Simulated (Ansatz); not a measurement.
Computed properties of SbRu

SbRu:
```cif
data_Ru4Sb4
_chemical_formula_sum 'Ru4 Sb4'
_space_group_name_H-M_alt 'Pnma'
_space_group_IT_number 62
_space_group_name_Hall '-P 2ac 2n'
_cell_length_a 5.87168
_cell_length_b 3.82298
_cell_length_c 6.59892
_cell_angle_alpha 90.000
_cell_angle_beta 90.000
_cell_angle_gamma 90.000
loop_
_atom_site_label
_atom_site_type_symbol
_atom_site_symmetry_multiplicity
_atom_site_Wyckoff_symbol
_atom_site_fract_x
_atom_site_fract_y
_atom_site_fract_z
_atom_site_occupancy
Ru1 Ru 4 c 0.00479 0.25000 0.20847 1
Sb1 Sb 4 c 0.20135 0.25000 0.58271 1
```

Space group Pnma (No. 62); conventional cell a = 5.8717 Å, b = 3.8230 Å, c = 6.5989 Å, α = β = γ = 90.00°.

Method: DFT-r²SCAN in the program Ansatz with PAW potentials. Geometry: relaxed at this level of theory. Other levels are named where they apply.

### Cell and energy

```json
{
 "volume_per_atom": "18.52 Å³",
 "density": "9.99 g/cm³",
 "Formation energy from the elements (no fitted shifts)": "-0.15 eV/atom"
}
```

### Electronic structure

```json
{
  "electronic_character": "metallic (no gap)",
  "Density of states at the Fermi level": "1.00 states/eV per atom (mean over ±0.08 eV)"
}
```

### Mechanics

```json
{
  "Bulk modulus (Birch–Murnaghan fit)": "153 GPa",
  "Pressure derivative B′": "4.6"
}
```

### Charges

```json
{
  "bader_charges": "Ru -0.36, Sb +0.36 e"
}
```

The workflow started from an entry of the Crystallography Open Database (COD). Whether it is the stable phase at ambient conditions was not checked. The cell was relaxed with r²SCAN under the symmetry of its start; its stability against distortions is not shown here. No spin polarisation was allowed. The references are the lowest solids computed at this level, not always the standard phases. Spin–orbit coupling is left out wherever it is not named.

Potentials: the later of the program's two PAW sets.
